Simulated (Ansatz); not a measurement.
# Al2Cu (Al2Cu type, space group I4/mcm), scan of one atom of the cell

Al2Cu (Al2Cu type, space group I4/mcm)

```xyz
6
Lattice="-3.0298 3.0298 2.4373 3.0298 -3.0298 2.4373 3.0298 3.0298 -2.4373" Properties=species:S:1:pos:R:3 pbc="T T T"
Al     0.9591     3.9889     0.0000
Al     0.9591     2.0707     2.4373
Al     2.0707     0.9591     0.0000
Al     2.0707    -0.9591     2.4373
Cu     0.0000     0.0000     1.2186
Cu     0.0000     0.0000     3.6559
```

In each cell atom 1 (Al, nearest neighbour Cu at 2.587 Å; its periodic images, 4.9 Å or more away, move with it) moves by s·(-0.371, 0.800, -0.471) (towards the nearest neighbour), the rest being held.

Calculation: PBE (plane waves to 420 eV, PAW, scalar-relativistic; Ansatz, a quantum-chemistry and plane-wave program). k mesh 10×10×10 (Γ-centred), Fermi-Dirac smearing 0.05 eV. E stands for the smeared free energy. Compression counts positive. With partly filled bands, energies and forces of such displacements shift with the k mesh and the smearing. F∥ is the force on the atom along that direction. F⊥ is the part of the force across the line. Al2Cu is run without spin polarisation. Al2Cu was relaxed with its symmetry unable to fall. The zero of ΔE is the undisplaced structure.

```json
[
 {"s (Å)": "-0.260", "ΔE (meV/cell)": "175", "|F⊥| (eV/Å)": "0.299", "P (GPa)": "0.9", "F∥ (eV/Å)": "1.333"},
 {"s (Å)": "-0.208", "ΔE (meV/cell)": "112", "|F⊥| (eV/Å)": "0.214", "P (GPa)": "0.6", "F∥ (eV/Å)": "1.065"},
 {"s (Å)": "-0.156", "ΔE (meV/cell)": "64", "|F⊥| (eV/Å)": "0.146", "P (GPa)": "0.3", "F∥ (eV/Å)": "0.803"},
 {"s (Å)": "-0.104", "ΔE (meV/cell)": "29", "|F⊥| (eV/Å)": "0.089", "P (GPa)": "0.1", "F∥ (eV/Å)": "0.543"},
 {"s (Å)": "-0.052", "ΔE (meV/cell)": "7", "|F⊥| (eV/Å)": "0.042", "P (GPa)": "0.0", "F∥ (eV/Å)": "0.280"},
 {"s (Å)": "0.000", "ΔE (meV/cell)": "0", "|F⊥| (eV/Å)": "0.018", "P (GPa)": "-0.1", "F∥ (eV/Å)": "0.006"},
 {"s (Å)": "0.052", "ΔE (meV/cell)": "7", "|F⊥| (eV/Å)": "0.051", "P (GPa)": "0.0", "F∥ (eV/Å)": "-0.284"},
 {"s (Å)": "0.104", "ΔE (meV/cell)": "30", "|F⊥| (eV/Å)": "0.091", "P (GPa)": "0.2", "F∥ (eV/Å)": "-0.596"},
 {"s (Å)": "0.156", "ΔE (meV/cell)": "70", "|F⊥| (eV/Å)": "0.134", "P (GPa)": "0.4", "F∥ (eV/Å)": "-0.939"},
 {"s (Å)": "0.208", "ΔE (meV/cell)": "128", "|F⊥| (eV/Å)": "0.179", "P (GPa)": "0.7", "F∥ (eV/Å)": "-1.318"},
 {"s (Å)": "0.260", "ΔE (meV/cell)": "208", "|F⊥| (eV/Å)": "0.228", "P (GPa)": "1.2", "F∥ (eV/Å)": "-1.744"}
]
```

What the scan shows:

```
Quantity                                                                                                                                             Result
--------------------------------------------------------  -------------------------------------------------------------------------------------------------
Energy at s = 0.260 Å                                                                                                                          208 meV/cell
Force along the line at s = -0.260 Å                                                                                                              1.33 eV/Å
Symmetry of the curve                                                                                   not even: the positive side lies higher at ±0.260 Å
Shape of the curve                                                                           a single well with its minimum at or next to zero displacement
Force constant k = d²E/ds² at s = 0 (finite differences)                                                                                         5.40 eV/Å²
Harmonic estimate at the end of the scan                  ½ks² = 182 meV/cell against the computed 208 meV/cell, so the well is stiffer than harmonic there
```

(For displaced atoms, the force is minus the slope of the energy, and its curvature is a force constant, which sets phonon frequencies.)
